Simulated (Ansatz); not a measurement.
Relaxed-ion elastic tensor of ZnAu (CsCl type, Pm-3m) in GPa (Voigt order), LDA (plane waves, PAW; program Ansatz); density 14.68 g/cm³, 14.83 Å³ per atom.

|  | 1 | 2 | 3 | 4 | 5 | 6 |
|---|---|---|---|---|---|---|
| 1 | 164 | 156 | 156 | 0.0 | 0.0 | 0.0 |
| 2 | 156 | 164 | 156 | 0.0 | 0.0 | 0.0 |
| 3 | 156 | 156 | 164 | 0.0 | 0.0 | 0.0 |
| 4 | 0.0 | 0.0 | 0.0 | 59.5 | 0.0 | 0.0 |
| 5 | 0.0 | 0.0 | 0.0 | 0.0 | 59.5 | 0.0 |
| 6 | 0.0 | 0.0 | 0.0 | 0.0 | 0.0 | 59.5 |

Q: Is the crystal mechanically stable?

A: Yes: the smallest eigenvalue of C is 7.5 GPa.

Q: Work out the Voigt and Reuss bounds. Is their mean of use?

A: K_V = 159, K_R = 159; G_V = 37.2, G_R = 8.5 GPa. The bounds lie so far apart that a Hill average or a Debye temperature from it would say little.

The LDA relaxation kept the symmetry of its start; of distortions, only those at the zone centre were tested. As this level gives no gap, shear constants depend on the k-mesh and smearing (Fermi–Dirac, 0.1 eV here). Scalar-relativistic: spin–orbit coupling is off unless named, which matters more the heavier the elements.

Potentials: the later of the program's two PAW sets.
